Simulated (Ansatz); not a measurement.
Put Zr₂MnN₂ in I4/mmm (No. 139): Zr on 4e; Mn on 2a; N on 4e. The guess for Zr₂MnN₂ was proposed by analogy with related compounds.

Computed with Ansatz, DFT PBE, scalar-relativistic, plane waves, PAW. Cutoff 420 eV, Γ-centred mesh, Gaussian smearing, collinear spin.

The zero of energy is the elements' standard structures at the same level (N₂ as a molecule); no fitted shifts are applied.

Question: Which cell and coordinates does it relax to?

Answer:

Space group I4/mmm (No. 139). a = 3.241 Å, b = 3.241 Å, c = 11.898 Å, α = 90.00°, β = 90.00°, γ = 90.00°
```tsv
atom	site	symmetry	x	y	z
Zr	4e	4mm	0.0000	0.0000	0.3516
Mn	2a	4/mmm	0.0000	0.0000	0.0000
N	4e	4mm	0.0000	0.0000	0.1627
```

Zr is surrounded by 5 N at 2.25–2.30 Å and 4 Mn at 2.89 Å; around Mn lie 2 N at 1.94 Å and 8 Zr at 2.89 Å; N is surrounded by 1 Mn at 1.94 Å and 5 Zr at 2.25–2.30 Å. Another local minimum with the same sites may exist.

Question: And its energy and gap?

Answer: The energy over the elements is −1.32 eV/atom, the gap on the 14×14×14 mesh of the 5-atom cell is 0 eV (a metal) and the net moment per atom is 0.41 μB. The moment by site is Mn 2.0 μB. Whether it is stable depends on the other phases of the system, which aren't compared here.

The last run used collinear spin and Gaussian smearing of 0.10 eV. The magnetic state reached may not be the lowest. A structure relaxed within its symmetry needn't be a true minimum. Site moments count only spheres around the atoms; the net moment includes the space between them.
